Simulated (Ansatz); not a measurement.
Zr$_{2}$TlC:
```cif
data_C2Tl2Zr4
_chemical_formula_sum 'Zr4 Tl2 C2'
_space_group_name_H-M_alt 'P63/mmc'
_space_group_IT_number 194
_space_group_name_Hall '-P 6c 2c'
_cell_length_a 3.37991
_cell_length_b 3.37991
_cell_length_c 15.00363
_cell_angle_alpha 90.000
_cell_angle_beta 90.000
_cell_angle_gamma 120.000
loop_
_atom_site_label
_atom_site_type_symbol
_atom_site_symmetry_multiplicity
_atom_site_Wyckoff_symbol
_atom_site_fract_x
_atom_site_fract_y
_atom_site_fract_z
_atom_site_occupancy
Zr1 Zr 4 f 0.66667 0.33333 0.08184 1
Tl1 Tl 2 c 0.33333 0.66667 0.25000 1
C1 C 2 a 0.00000 0.00000 0.00000 1
```

Relaxed with r²SCAN.

Tabulate the valence density and the electron localisation function along the shortest Zr–Zr contact (3.14 Å), plane-wave PAW r²SCAN (Ansatz code).



| distance from Zr (Å) | density (e/Å³) | ELF |
|---|---|---|
| 0.31 | 4.24 | 0.51 |
| 0.47 | 3.91 | 0.74 |
| 0.63 | 2.77 | 0.78 |
| 0.78 | 1.54 | 0.68 |
| 0.94 | 0.73 | 0.39 |
| 1.10 | 0.36 | 0.15 |
| 1.25 | 0.23 | 0.10 |
| 1.41 | 0.20 | 0.13 |
| 1.57 | 0.19 | 0.15 |
| 1.73 | 0.20 | 0.13 |
| 1.88 | 0.23 | 0.10 |
| 2.04 | 0.36 | 0.15 |
| 2.20 | 0.73 | 0.39 |
| 2.35 | 1.54 | 0.68 |
| 2.51 | 2.77 | 0.78 |
| 2.67 | 3.91 | 0.74 |
| 2.82 | 4.24 | 0.51 |

The density is the valence pseudo-density with augmentation charge, so density and ELF within about 1 Å of a nucleus are not all-electron values.

Space group P6_3/mmc. The workflow started from a Materials Project entry (that database holds measured and hypothetical structures alike); the Crystallography Open Database copy checked does not list it. Its standing as an ambient phase is unchecked. Symmetry was held in the r²SCAN relaxation; its stability against distortions is not shown here. No spin polarisation was allowed. Scalar-relativistic: spin–orbit coupling is off unless named, which matters more the heavier the elements.

Potentials: the earlier of the program's two PAW sets. The files were generated under PBE; for other functionals the program regenerates the frozen cores, and for LDA and PBEsol the local potential too.
